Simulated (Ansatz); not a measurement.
**Si3N4: computed properties**

Method: DFT PBE+D3(BJ), scalar-relativistic, plane waves, PAW in Ansatz.

Plane waves to 420 eV, a k mesh through Γ of 6×6×8 on the computed 14-atom cell and Gaussian smearing (0.02 eV); no spin polarisation.

The structure is relaxed at this level of theory with its symmetry kept.

Space group P6_3/m (No. 176). a = 7.619 Å, b = 7.619 Å, c = 2.911 Å, α = 90.00°, β = 90.00°, γ = 120.00°
```tsv
atom	site	symmetry	x	y	z
Si	6h	m..	0.7678	0.1741	0.2500
N	6h	m..	0.0299	0.3299	0.2500
N	2d	-6..	0.3333	0.6667	0.7500
```

| Quantity | Value |
| --- | --- |
| Space group | P6_3/m (No. 176) |
| Volume per atom | 10.45 Å³ |
| Kohn–Sham band gap | 4.31 eV |
| Löwdin character of the top 1 eV of the valence band | N 2p 94 % |
| Löwdin character of the lowest 1 eV of the conduction band | Si 3p 47 %, N 2s 17 %, Si 3s 11 %, unprojected 19 % |